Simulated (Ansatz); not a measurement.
CuAsPbO$_{4}$:
```cif
data_As2Cu2O8Pb2
_chemical_formula_sum 'Cu2 As2 Pb2 O8'
_space_group_name_H-M_alt 'P-1'
_space_group_IT_number 2
_space_group_name_Hall '-P 1'
_cell_length_a 4.86589
_cell_length_b 5.84479
_cell_length_c 7.99590
_cell_angle_alpha 78.246
_cell_angle_beta 75.013
_cell_angle_gamma 84.073
loop_
_space_group_symop_operation_xyz
  'x, y, z'
  '-x, -y, -z'
loop_
_atom_site_label
_atom_site_type_symbol
_atom_site_symmetry_multiplicity
_atom_site_Wyckoff_symbol
_atom_site_fract_x
_atom_site_fract_y
_atom_site_fract_z
_atom_site_occupancy
Cu1 Cu 2 i 0.62316 0.19100 0.00555 1
As1 As 2 i 0.42342 0.20074 0.68514 1
Pb1 Pb 2 i 0.06442 0.29178 0.32023 1
O1 O 2 i 0.76446 0.03351 0.19143 1
O2 O 2 i 0.22508 0.37283 0.56024 1
O3 O 2 i 0.50881 0.63273 0.17882 1
O4 O 2 i 0.72987 0.09411 0.56314 1
```

Relaxed with r²SCAN.

Task: Which orbitals make up the states near the band edges in r²SCAN (plane waves, PAW; program Ansatz)?

Result: Top 1 eV of the valence band: Cu 3d 75 %, O 2p 17 %. Bottom 1 eV of the conduction band: Pb 6p 42 %, O 2p 15 %, O 2s 11 %, Cu 4s 8 %, Cu 3d 7 %, As 4s 7 %, outside the projected shells 6 %. Projections are on Löwdin-orthogonalised atomic valence shells; empty p or d shells of many metals are not among them.

Task: Tabulate the density of states.

Result: States/eV per cell of 14 atoms, in 0.25 eV bins, energy from the valence-band maximum.

| E (eV) | total | O 2p | Cu 3d | Pb 6p |
|---|---|---|---|---|
| -7.85 | 1.37 | 0.62 | 0.02 | 0.01 |
| -7.60 | 1.36 | 0.63 | 0.03 | 0.02 |
| -7.35 | 1.27 | 0.65 | 0.04 | 0.02 |
| -7.10 | 6.92 | 4.53 | 0.47 | 0.09 |
| -6.85 | 3.74 | 2.49 | 0.19 | 0.14 |
| -6.60 | 8.75 | 5.89 | 0.20 | 0.32 |
| -6.35 | 8.76 | 5.86 | 0.23 | 0.27 |
| -6.10 | 10.04 | 6.66 | 0.26 | 0.26 |
| -5.85 | 5.03 | 2.99 | 0.14 | 0.18 |
| -5.60 | 3.62 | 2.20 | 0.10 | 0.13 |
| -5.35 | 2.20 | 1.42 | 0.10 | 0.09 |
| -5.10 | 4.68 | 3.40 | 0.30 | 0.32 |
| -4.85 | 3.76 | 2.78 | 0.24 | 0.24 |
| -4.60 | 7.65 | 6.01 | 0.59 | 0.48 |
| -4.35 | 11.72 | 9.53 | 0.71 | 0.86 |
| -4.10 | 11.39 | 9.55 | 0.65 | 0.62 |
| -3.85 | 10.36 | 8.66 | 0.80 | 0.40 |
| -3.60 | 12.33 | 10.51 | 0.88 | 0.35 |
| -3.35 | 11.03 | 9.52 | 0.79 | 0.24 |
| -3.10 | 11.42 | 9.75 | 0.91 | 0.21 |
| -2.85 | 12.90 | 11.34 | 0.76 | 0.19 |
| -2.60 | 12.81 | 11.10 | 0.54 | 0.26 |
| -2.35 | 9.79 | 8.26 | 0.49 | 0.20 |
| -2.10 | 5.41 | 2.90 | 1.11 | 0.37 |
| -1.85 | 8.88 | 1.84 | 5.48 | 0.25 |
| -1.60 | 1.45 | 0.31 | 0.90 | 0.05 |
| -1.35 | 8.00 | 0.16 | 7.75 | 0.01 |
| -1.10 | 25.14 | 1.22 | 22.75 | 0.11 |
| -0.85 | 7.51 | 0.60 | 6.07 | 0.06 |
| -0.60 | 23.35 | 4.83 | 17.79 | 0.12 |
| -0.35 | 0.00 | 0.00 | 0.00 | 0.00 |
| -0.10 | 8.00 | 1.23 | 5.43 | 0.10 |
| 0.15 | 0.00 | 0.00 | 0.00 | 0.00 |
| 0.40 | 0.00 | 0.00 | 0.00 | 0.00 |
| 0.65 | 0.00 | 0.00 | 0.00 | 0.00 |
| 0.90 | 0.00 | 0.00 | 0.00 | 0.00 |
| 1.15 | 0.00 | 0.00 | 0.00 | 0.00 |
| 1.40 | 0.00 | 0.00 | 0.00 | 0.00 |
| 1.65 | 0.00 | 0.00 | 0.00 | 0.00 |
| 1.90 | 0.00 | 0.00 | 0.00 | 0.00 |
| 2.15 | 0.00 | 0.00 | 0.00 | 0.00 |
| 2.40 | 0.60 | 0.08 | 0.06 | 0.27 |
| 2.65 | 2.51 | 0.37 | 0.22 | 1.10 |
| 2.90 | 4.47 | 0.71 | 0.33 | 1.81 |
| 3.15 | 4.44 | 0.71 | 0.25 | 1.89 |
| 3.40 | 4.09 | 0.62 | 0.18 | 1.84 |
| 3.65 | 4.16 | 0.58 | 0.15 | 2.01 |
| 3.90 | 4.05 | 0.61 | 0.11 | 2.02 |
| 4.15 | 5.13 | 0.86 | 0.16 | 2.39 |
| 4.40 | 6.46 | 0.99 | 0.14 | 3.08 |
| 4.65 | 5.29 | 0.83 | 0.08 | 2.46 |
| 4.90 | 4.91 | 0.78 | 0.08 | 2.42 |
| 5.15 | 5.19 | 0.89 | 0.07 | 2.28 |
| 5.40 | 4.14 | 0.82 | 0.05 | 1.46 |
| 5.65 | 4.99 | 1.12 | 0.08 | 1.32 |
| 5.90 | 4.20 | 0.92 | 0.05 | 1.18 |
| 6.15 | 4.06 | 0.74 | 0.04 | 1.21 |
| 6.40 | 5.31 | 0.90 | 0.05 | 1.50 |
| 6.65 | 5.29 | 0.81 | 0.05 | 1.52 |
| 6.90 | 4.18 | 0.66 | 0.02 | 1.02 |

The first step of the workflow began from a Materials Project structure, measured or hypothetical; the Crystallography Open Database copy checked does not list it. Entries of such low symmetry are often ordered models of mixed-site phases. Its standing as an ambient phase is unchecked. Symmetry was held in the r²SCAN relaxation; whether a distortion lowers the energy is not shown. The run is not spin-polarised. No Hubbard U is applied. Spin–orbit coupling is left out wherever it is not named.

Potentials: the later of the program's two PAW sets.
